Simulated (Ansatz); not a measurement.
HgTe:
```
CELL_PARAMETERS angstrom
      4.27306     0.00000     0.00000
      0.00000     4.27306     0.00000
      0.00000     0.00000     6.72654
ATOMIC_POSITIONS crystal
  Hg 0.50000 0.00000 0.50011
  Hg 0.00000 0.50000 0.49989
  Te 0.00000 0.00000 0.00000
  Te 0.50000 0.50000 0.00000
```

This is the r²SCAN+D4-relaxed structure.

All from r²SCAN+D4 in the plane-wave PAW code Ansatz, unless another level is named. Estimate the electronic character.

metallic (no gap).

Predict the density of states at the Fermi level.

0.44 states/eV per atom (mean over ±0.08 eV).

Next, the formation energy from the elements (no fitted shifts)?

5.4 kJ/mol of atoms.

And the gap with spin–orbit coupling?

none (metallic).

Space group P4/mmm (L1₀ or tetragonal B2). The cell is a constructed one: a structure type filled with these elements; neither database checked (COD, Materials Project) lists it. It is not the phase usual at ambient conditions (space group No. 216). The cell was relaxed with r²SCAN+D4 under the symmetry of its start; of distortions, only those at the zone centre were tested. The references are the lowest solids computed at this level, not always the standard phases. Spin–orbit coupling is left out wherever it is not named.

Potentials: the later of the program's two PAW sets.
